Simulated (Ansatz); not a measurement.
This trial cell of Nb2PdSe4 was written down by chemical analogy (P-3m1, No. 164). Its size is a guess.

```
CELL_PARAMETERS angstrom
3.55000 0.00000 0.00000
-1.77500 3.07439 0.00000
0.00000 0.00000 13.98000
ATOMIC_POSITIONS crystal
Nb 0.00000 0.00000 0.25000
Nb 0.00000 0.00000 0.75000
Pd 0.00000 0.00000 0.00000
Se 0.33333 0.66667 0.13000
Se 0.33333 0.66667 0.37000
Se 0.66667 0.33333 0.63000
Se 0.66667 0.33333 0.87000
```

Theory: Ansatz, DFT PBE, scalar-relativistic, plane waves, PAW. Cutoff 420 eV, Gaussian smearing, Γ-centred meshes. Cell and atoms relax first on a coarse mesh, the cell is then made exact in the group found at 0.06 to 0.08 Å, and last on a converged mesh; the steps can't lower the symmetry of their start. No spin polarisation.

A guess keeps its type if space group and coordination stay and the shape of the cell changes little (axis ratios within about 15 %, angles within 6°); the volume may change.

Question: Will the relaxed cell still be of the starting type?

Answer: It keeps its type. The symmetry stays P-3m1 (No. 164). The volume per atom shrinks by 2.3 %, from 21.8 to 21.3 Å³. The shortest distance goes from 2.65 Å (Nb–Se) to 2.61 Å (Nb–Se). The ratio c/a of the conventional cell changes by a factor of 0.98. Counting neighbours within 15 % of an atom's shortest distance, the start has Nb 6, Pd 6, Se 3/6 and the end Nb 6, Pd 6, Se 3/6.

The last run used a 12×12×4 mesh (in the run's order of axes) for its 7-atom cell and Gaussian smearing of 0.10 eV. No dispersion correction is applied, so the spacing and binding between layers, chains or molecules are poorly described. A later test with randomly moved atoms came back to the same energy, though modes that don't fit the test's cell weren't probed. Another cell of the same search, in Pmma, lies 47 meV/atom lower, so this cell isn't the stable form at this level.

In counts of neighbours, a slash parts the counts of unlike sites.
